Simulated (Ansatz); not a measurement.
CaTiO₃ in space group Cmcm (No. 63; Pearson symbol oS40), DFT-PBEsol in the program Ansatz with PAW potentials. The conduction-band minimum lies at Γ, with 1 equivalent valley. Second derivatives d²E/dk² of the lowest band at one valley (eV·Å²), along Cartesian directions:

```csv
direction,d²E/dk²
[100],0.7241
[010],16.11
[001],15.75
[110],8.418
[101],8.238
[011],15.92
```

Task: Find the principal effective masses, the density-of-states mass and the conductivity mass.

Result: Off-diagonal terms follow from H_xy = H[110] − (H_xx + H_yy)/2, and m*/mₑ = 7.620 eV·Å² over each eigenvalue: 0.47, 0.48, 11. One valley's DOS mass (m₁m₂m₃)^(1/3) = 1.3, conductivity mass 3/(Σ 1/mᵢ) = 0.70 mₑ.

Task: What effective density of states Nc follows at 300 K for parabolic valleys?

Result: Nc = 2.509e19 × 1 × (1.3)^(3/2) ≈ 3.7e19 cm⁻³.

The workflow started from a Materials Project entry (that database holds measured and hypothetical structures alike); the Crystallography Open Database copy checked does not list it. COD files the formula under space group No. 11, 62, 65, 140, 221. Whether it is the stable phase at ambient conditions was not checked. Symmetry was held in the PBEsol relaxation. At this level the phase is dynamically unstable (imaginary phonons). The run is not spin-polarised.

Potentials: the later of the program's two PAW sets.

Edges and masses are those of Kohn–Sham bands, whose gap is no quasiparticle gap.
